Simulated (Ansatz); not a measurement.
Sn$_{2}$Au (cubic Laves (MgCu2 type), Fd-3m) under volume change, PBE in the plane-wave PAW code Ansatz, scaled uniformly.

```csv
V (Å³/atom),E − E(relaxed) (meV/atom),P (GPa)
24.320,39.5,5.80
25.122,(withheld),(withheld)
25.924,(withheld),(withheld)
26.726,0.0,-0.01
27.527,3.4,-1.33
28.329,12.9,-2.43
29.131,27.4,-3.34
```

Q: What belongs in the gaps?

A: 
- 25.122, E − E(relaxed) (meV/atom): 16.4
- 25.122, P (GPa): 3.50
- 25.924, E − E(relaxed) (meV/atom): 3.8
- 25.924, P (GPa): 1.58

Q: What does a third-order Birch–Murnaghan fit give for V₀, B₀ and B′?

A: V₀ = 26.72 Å³/atom, B₀ = 48.3 GPa, B′ = 5.1.

A made-up cell: these elements were put on the sites of a structure type; neither database checked (COD, Materials Project) lists it. COD files the formula under space group No. 61, so this cell is another polymorph or a model. Whether it is the stable phase at ambient conditions was not checked. The cell was relaxed with PBE under the symmetry of its start; its stability against distortions is not shown here. Spin–orbit coupling is left out wherever it is not named.

Potentials: the earlier of the program's two PAW sets.
